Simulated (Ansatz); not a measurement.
Rigid (100) slab of Tl, space group Im-3m (No. 229):

```yaml
crystal:
  lattice:
    - [3.85071, 0.00000, 0.00000]
    - [0.00000, 3.85071, 0.00000]
    - [0.00000, 0.00000, 22.77607]
  atoms:
    - { symbol: Tl, position: [0.50000, 0.50000, 0.37320] }
    - { symbol: Tl, position: [0.00000, 0.00000, 0.45773] }
    - { symbol: Tl, position: [0.50000, 0.50000, 0.54182] }
    - { symbol: Tl, position: [0.00000, 0.00000, 0.62042] }
```

Theory: DFT PBEsol, scalar-relativistic, plane waves, PAW (Ansatz). Settings: cutoff 420 eV, Γ-centred mesh 8×8×1 on the computed 5-atom cell, Gaussian smearing of 0.10 eV; no spin polarisation. The cell repeats along c with a dipole correction in the vacuum.

An adatom of C is held over the places (i/4, j/4) of the 1×1 surface cell, counted from the highest atom (Tl), and only its height relaxes; one adatom per 14.8 Å².

Heights over the highest slab atom in Å:

```
i j=0   j=1   j=2   j=3
0  2.15  1.90  0.45  1.90
1  1.90  1.60  0.25  1.60
2  0.45  0.25  0.39  0.25
3  1.90  1.60  0.25  1.60
```

Question: Among these places, where is the adatom most and least stable, and how far apart in energy?

Answer: Lowest at (i, j) = (1, 2), (2, 1), (2, 3), (3, 2); highest at (0, 0), 2.42 eV above. All energies in eV:

```csv
i,j=0,j=1,j=2,j=3
0,2.42,2.26,0.50,2.26
1,2.26,2.06,0.00,2.06
2,0.50,0.00,0.42,0.00
3,2.26,2.06,0.00,2.06
```

Spin–orbit coupling is left out, which can shift energies with elements as heavy as these.

The reference crystal is the bcc form of Tl, which isn't its usual structure.